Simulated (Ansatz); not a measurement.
Na2NiO2 in space group Cmc2_1 (No. 36; Pearson symbol oS20), plane-wave PAW LDA (Ansatz code), all energies at zero smearing, with the estimated change up to a 700 eV cutoff added, with one set of potentials and settings (totals compare only within such a set). Cell of 10 atoms (4 Na, 2 Ni, 4 O): -19636.749 eV.

```json
[
 {"element": "Na", "reference phase": "Fm-3m, 1 atoms in the cell", "E (eV/atom)": "-1466.6103"},
 {"element": "Ni", "reference phase": "Fm-3m, 1 atoms in the cell, spin-polarised", "E (eV/atom)": "-5773.3813"},
 {"element": "O", "reference phase": "C2/m, 4 atoms in the cell, spin-polarised", "E (eV/atom)": "-552.6518"}
]
```

Formation energy per atom, worked out: (-19636.749 − 4×(-1466.6103) − 2×(-5773.3813) − 4×(-552.6518))/10 = -1.294 eV/atom (-125 kJ per mol of atoms), at 0 K, without zero-point energy or fitted corrections.

The workflow started from a Materials Project entry (that database holds measured and hypothetical structures alike); the Crystallography Open Database files this formula in space group No. 36, but the cells were not matched. Its standing as an ambient phase is unchecked. The LDA relaxation kept the symmetry of its start; whether a distortion lowers the energy is not shown. The run is not spin-polarised. No Hubbard U is applied. The references are the lowest solids computed at this level, not always the standard phases (solids in place of the gases).

Potentials: the later of the program's two PAW sets.
